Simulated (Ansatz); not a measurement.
**Surface calculation: hcp Lu (0001), 3 layers**

The slab is cut from the hcp crystal, the stable phase, as relaxed on PAW files (29.15 Å³/atom), with 16 Å of vacuum and a dipole correction:

```
CELL_PARAMETERS angstrom
3.50647 0.00000 0.00000
-1.75324 3.03670 0.00000
0.00000 0.00000 21.47540
ATOMIC_POSITIONS crystal
Lu 0.00000 0.00000 0.37252
Lu 0.33333 0.66667 0.50000
Lu 0.00000 0.00000 0.62748
```

Computed with Ansatz 0.2.0; functional PBE, scalar-relativistic. Settings: a Γ-centred 11×11×1 k mesh, Fermi–Dirac smearing of 0.08 eV, no spin polarisation. Methods: LAPW: all electrons, basis error target 1 meV/atom; PAW: frozen-core files, cutoff 420 eV.

The bulk energy comes from a cell in the slab's orientation on a 11×11×6 mesh. The surface energy is (E(slab) − N·E(bulk))/2A at zero smearing, the mean of both faces; thin slabs carry quantum-size effects.

Spin–orbit coupling is left out, which matters for the heavy atoms. The cell is 1×1, so reconstructions are forbidden, and in slabs of four or five layers the relaxations can be far larger than at a real surface.

Problem. As cut, the LAPW slab lies 1.521 eV above 3 atoms of bulk. What surface energy is that?

Solution. Over two faces of 10.65 Å² it is 71.4 meV/Å², and times 16.02 J/m² per eV/Å² that gives γ = 1.144 J/m².

Problem. What do relaxation and the other method give, and what work function comes out?

Solution. 

```
method  γ as cut (J/m²)  γ relaxed (J/m²)  Φ as cut (eV)  Φ relaxed (eV)
  LAPW            1.144             1.140           3.43            3.41
   PAW            1.144             1.140           3.43            3.41
```

Problem. How do the spacings between the planes relax?

Solution. From the bottom face up: d12 -1.7 % of 2.738 Å, d23 -1.7 % of 2.738 Å.

Problem. What changes if the images along the normal are cut off in place of the dipole correction?

Solution. LAPW then gives: no gap, work function 3.41 eV; PAW: no gap, work function 3.41 eV.

Problem. A 3d core hole is made on one atom of each kind in every 1×1 cell (PAW hole dataset, neutral cell, valence without spin). What does it cost by layer?

Solution. layer 1 1599.92 eV, layer 2 1599.28 eV. Shifts between layers mean more than the absolute values, and a whole layer of holes screens otherwise than one hole.

Problem. In the relaxed 1×1 cell, replace the outer, then the middle Lu by Hf, which changes a whole layer. What shift does this Z+1 picture give?

Solution. E(outer) − E(middle) = +0.69 eV by LAPW and +0.69 eV by PAW; a positive value puts the surface line at higher binding energy.
